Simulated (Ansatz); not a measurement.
Si5GeC6: vibrational free energy, entropy and heat capacity

Theory: DFT PBE, scalar-relativistic, plane waves, PAW in Ansatz 0.2.0. Cutoff 420 eV, 12×12×2 k-points (Γ-centred), fixed occupations. No spin polarisation. Phonons by linear response, acoustic sum rule imposed.

Equilibrium structure at this level:
```
CELL_PARAMETERS angstrom
3.11774 0.00000 0.00000
-1.55887 2.70004 0.00000
0.00000 0.00000 15.36611
ATOMIC_POSITIONS crystal
Si 0.66667 0.33333 0.00529
Si 0.66667 0.33333 0.33508
Si 0.66667 0.33333 0.66459
Si 0.00000 0.00000 0.17021
Si 0.00000 0.00000 0.49996
Ge 0.00000 0.00000 0.83450
C 0.66667 0.33333 0.12951
C 0.66667 0.33333 0.45923
C 0.66667 0.33333 0.78789
C 0.00000 0.00000 0.29437
C 0.00000 0.00000 0.62409
C 0.00000 0.00000 0.96528
```

The structure comes from a generated guess, relaxed at this level; another structure or a mixture of phases may lie lower. The q mesh is coarse, so values between its points are rough.

Force constants from linear response on a 3×3×1 q mesh, interpolated to a fine mesh.

Phonon density of states, in bins of 20 cm⁻¹:
bin centre (cm⁻¹), share of modes (%) and a bar:
```
       10        0.0
       30        0.0
       50        0.0
       70        0.1
       90        0.2 #
      110        0.3 #
      130        0.5 #
      150        0.7 ##
      170        1.2 ###
      190        1.9 #####
      210        2.7 #######
      230        1.6 #####
      250        2.2 ######
      270        3.4 #########
      290        2.8 ########
      310        3.8 ###########
      330        3.3 #########
      350        3.6 ##########
      370        2.6 #######
      390        3.0 #########
      410        2.0 #####
      430        2.6 #######
      450        0.8 ##
      470        1.3 ####
      490        1.6 ####
      510        2.5 #######
      530        2.3 #######
      550        2.4 #######
      570        0.6 ##
      590        0.0
      610        0.0
      630        0.0
      650        0.0
      670        0.5 #
      690        1.9 #####
      710        6.1 #################
      730       10.7 ##############################
      750       10.7 ##############################
      770        3.4 #########
      790        1.3 ####
      810        7.8 ######################
      830        3.4 ##########
      850        1.8 #####
      870        1.3 ###
      890        0.7 ##
      910        0.3 #
      930        0.0
```

Problem. What is the zero-point energy per atom?

Solution. 103.6 meV.

Problem. How large are the vibrational entropy and heat capacity at 300 K?

Solution. S = 1.18 k_B and C_V = 1.72 k_B per atom, 57 % of the Dulong–Petit value.

Problem. Tabulate them against temperature.

Solution.
| T (K) | F_vib (meV/atom) | S (k_B/atom) | C_V (k_B/atom) |
| --- | --- | --- | --- |
| 100 | 103.3 | 0.13 | 0.35 |
| 200 | 100.3 | 0.61 | 1.10 |
| 300 | 92.6 | 1.18 | 1.72 |
| 400 | 80.0 | 1.74 | 2.13 |
| 500 | 62.8 | 2.24 | 2.39 |
| 600 | 41.5 | 2.69 | 2.55 |
| 700 | 16.5 | 3.09 | 2.66 |
| 800 | -11.7 | 3.45 | 2.73 |
| 900 | -42.9 | 3.78 | 2.78 |
| 1000 | -76.8 | 4.07 | 2.82 |
